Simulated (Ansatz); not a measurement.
GaN (zinc blende)

```yaml
crystal:
  lattice:
    - [0.00000, 4.54850, 4.54850]
    - [2.27425, 0.00000, 2.27425]
    - [2.27425, 2.27425, 0.00000]
  atoms:
    - { symbol: N, position: [0.37500, 0.75000, 0.75000] }
    - { symbol: N, position: [0.87500, 0.75000, 0.75000] }
    - { symbol: Ga, position: [0.00000, 0.00000, 0.00000] }
    - { symbol: Ga, position: [0.50000, 0.00000, 0.00000] }
```

A phonon eigenvector at L = (0.5, 0.0, 0.0) is frozen into this cell: atom i moves by Q times the vector below, so Q is the largest atomic displacement, in Å. The cell is held. It is one choice among 2 degenerate patterns. (q is in reciprocal vectors of the primitive cell; the cell shown is doubled to hold the pattern.)

```
atom       x       y       z
----  ------  ------  ------
N1    -0.285   0.520  -0.805
N2     0.285  -0.520   0.805
Ga3   -0.046   0.083  -0.129
Ga4    0.046  -0.083   0.129
```

The numbers are results of PBE (plane waves to 420 eV, PAW, scalar-relativistic; Ansatz, a quantum-chemistry and plane-wave program), not measurements. k mesh 6×12×12 (Γ-centred), Fermi-Dirac smearing 0.05 eV. Energies are smeared free energies. GaN was relaxed with its symmetry unable to fall. The zero of ΔE is the undisplaced structure.

```json
[
 {"Q (Å)": "-0.280", "ΔE (meV/cell)": "1434"},
 {"Q (Å)": "-0.187", "ΔE (meV/cell)": "608"},
 {"Q (Å)": "-0.093", "ΔE (meV/cell)": "148"},
 {"Q (Å)": "0.000", "ΔE (meV/cell)": "0"},
 {"Q (Å)": "0.093", "ΔE (meV/cell)": "148"},
 {"Q (Å)": "0.187", "ΔE (meV/cell)": "608"},
 {"Q (Å)": "0.280", "ΔE (meV/cell)": "1434"}
]
```

Q: Which DFPT wavenumber at L = (0.5, 0.0, 0.0) belongs to this mode?
A. 325 cm⁻¹
B. 538 cm⁻¹
C. 134 cm⁻¹
D. 657 cm⁻¹

A: B, 538 cm⁻¹. The curvature of the scan gives 538 cm⁻¹

(A displaced cell: forces are minus the slopes of the energy, force constants its curvatures, and phonons follow from these.)
